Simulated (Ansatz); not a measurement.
MgPt3 (Cu3Au type, Pm-3m) at seven volumes, DFT-LDA in the program Ansatz with PAW potentials, scaled uniformly. One row is withheld.

| V (Å³/atom) | P (GPa) |
|---|---|
| 13.286 | 27.49 |
| 13.724 | 16.60 |
| 14.162 | 7.54 |
| 14.600 | 0.00 |
| 15.038 | ? |
| 15.476 | -11.45 |
| 15.914 | -15.72 |

Problem. Fit the shown pressures and predict the withheld one.

Solution. P = (3/2)B₀(x^(7/2) − x^(5/2))[1 + (3/4)(B′ − 4)(x − 1)] with x = (V₀/V)^(2/3). Least squares on the six rows gives V₀ = 14.601 Å³/atom, B₀ = 228 GPa, B′ = 5.18. At V = 15.038, x = 0.9805 and P = -6.23 GPa. The run itself gave -6.26 GPa.

The workflow started from an entry of the Crystallography Open Database (COD); the relaxed space group is not among those it files for this formula. COD files the formula under space group No. 123, so this cell is another polymorph or a model. Its standing as an ambient phase is unchecked. Symmetry was held in the LDA relaxation; of distortions, only those at the zone centre were tested. No spin polarisation was allowed. Spin–orbit coupling is left out wherever it is not named.

Potentials: the later of the program's two PAW sets.
